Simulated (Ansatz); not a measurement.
Si2Mo:
```xyz
3
Lattice="-1.5951 1.5951 3.9103 1.5951 -1.5951 3.9103 1.5951 1.5951 -3.9103" Properties=species:S:1:pos:R:3 pbc="T T T"
Mo     0.0000     0.0000     0.0000
Si     0.0000     0.0000     2.6204
Si     0.0000     0.0000     5.2003
```

Relaxed with PBEsol. Special points in fractions of this cell's reciprocal vectors: Γ (0.000, 0.000, 0.000); X (0.000, 0.000, 0.500); P (0.250, 0.250, 0.250); N (0.000, 0.500, 0.000); M (0.500, 0.500, -0.500); S (0.292, 0.708, -0.292); S0 (-0.292, 0.292, 0.292); R (-0.083, 0.083, 0.500); G (0.500, 0.500, -0.083).

**Question.** List the band energies nearest the Fermi level at these points for plane-wave PAW PBEsol with spin–orbit coupling (Ansatz code).

**Answer.** In eV from the Fermi level; about four levels below and three above (degenerate sets whole), none deeper than 8.9 eV; points with the same levels are listed once.

```json
[
 {"k": "Γ", "below": "-2.70 -2.70 -2.65 -2.65", "above": "0.35 0.35 3.10 3.10"},
 {"k": "X", "below": "-3.14 -3.14 -1.26 -1.26", "above": "2.30 2.30 2.73 2.73"},
 {"k": "P", "below": "-2.18 -2.18 -2.10 -2.10", "above": "0.29 0.29 2.30 2.30"},
 {"k": "N", "below": "-2.63 -2.63 -0.55 -0.55", "above": "2.25 2.25 3.10 3.10"},
 {"k": "M", "below": "-0.55 -0.55 -0.45 -0.45", "above": "0.49 0.49 4.73 4.73"},
 {"k": "S", "below": "-2.34 -2.34 -0.45 -0.45", "above": "1.50 1.50 2.97 2.97"},
 {"k": "R", "below": "-3.01 -3.01 -1.85 -1.85", "above": "1.74 1.74 2.04 2.04"}
]
```

Space group I4/mmm (MoSi2 or CaC2 type). The cell was relaxed with PBEsol under the symmetry of its start. No spin polarisation was allowed.

Potentials: the later of the program's two PAW sets.
